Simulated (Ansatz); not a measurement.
Structures of Ta2Ru: which is lowest?

Plane-wave DFT in Ansatz with scalar-relativistic PAW potentials, cutoff 420 eV, Γ-centred meshes chosen by cell and gap, Gaussian smearing with energies taken to zero width. Every cell was relaxed (cell and atoms) in a run of its own, within the symmetry of its start. Functional: PBE.

Relaxed structures (starts from databases or built by putting these elements on another compound's sites):
A. P6_3/mmc, 6 atoms in the computed cell, a = 2.917 Å, c = 13.770 Å; sites (symmetry × multiplicity) Ta 3m. × 4, Ru -6m2 × 2; start: built
B. Fddd, 6 atoms in the computed cell, a = 5.510 Å, b = 8.192 Å, c = 9.032 Å; sites (symmetry × multiplicity) Ta .2. × 16, Ru 222 × 8; start: built
C. Fm-3m, 3 atoms in the computed cell, a = 6.164 Å; sites (symmetry × multiplicity) Ta -43m × 8, Ru m-3m × 4; start: built
D. Fd-3m, 6 atoms in the computed cell, a = 7.491 Å; sites (symmetry × multiplicity) Ta .-3m × 16, Ru -43m × 8; start: built

**Question.** Rank them by energy. Could pressure change the order?

**Answer.**
```csv
structure,group,E − E(lowest) (meV/atom),V (Å³/atom),gap on mesh (eV)
B,Fddd,0.0,16.99,0.00
A,P6_3/mmc,197,16.91,0.00
C,Fm-3m,307,19.52,0.00
D,Fd-3m,568,17.52,0.00
```

B is lowest, 197 meV/atom under A. The two lowest differ in volume by under 3 %, too little for a first-order estimate of what pressure does to that pair (other pairs aren't weighed here); with rigid cells even 3 % in favour of the higher one would need about 62 GPa. Other structures may lie lower than all of these, and vibrations aren't counted.

Spin-orbit coupling is left out, which matters for the bands of heavy elements.